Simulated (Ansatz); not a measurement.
## What DFT gives for VSi$_{2}$

```
V Si
1.0
     2.75976    0.00000    0.00000
     0.00000    2.75976    0.00000
     0.00000    0.00000    5.27275
V Si
1 2
Direct
  0.00000 0.00000 0.00000
  0.50000 0.50000 0.27000
  0.50000 0.50000 0.73000
```

Single point in Ansatz 0.2.0 with PBEsol, with U_eff = 5.73 eV on V d (all-electron-ortho-atomic projectors), spin-orbit coupling. Cutoff 420 eV, PAW datasets, 6×6×4 Γ-centred k mesh, gaussian filling (width 0.0141 eV).

Magnetic state (reached from a saved solution, and it need not be the lowest): V1 along (0.00, 0.00, 1.00).

**Question.** Which atom feels the largest force, and which way?

**Answer.** The largest is on Si3 (and as large on other atoms): 2.68 eV/Å, components (0.00, 0.00, -2.68). It makes 126° with the line to a nearest neighbour, V1 at 2.42 Å.

**Question.** Give the spin moments.

**Answer.** V1 2.53 μB of spin moment in Bader basins; net size 2.66 μB a cell.

**Question.** Metal or insulator?

**Answer.** It is a metal, with about 0.65 states/eV a cell as the mean within 0.25 eV of the Fermi level, mostly Si p (43 %) and V d (42 %).

**Question.** Which element gives electrons and which takes them?

**Answer.** Bader charges in e: V +0.54, Si -0.27. In the mean V gives up most and Si takes most.

**Question.** Is the cell too large or too small?

**Answer.** The pressure is 28.1 GPa (compression positive), so with the atoms held at these fractions the cell would first expand; the forces are large, so a full relaxation may end otherwise. The principal stresses 23.8, 30.3, 30.3 GPa differ, so its shape would change too.

Origin: a known structure type with other elements, at an estimated volume, so it need not be a known compound. Caveats: the k mesh is coarse if the cell is a metal; atoms or cell far from equilibrium; the SCF threshold is loose for a stress.
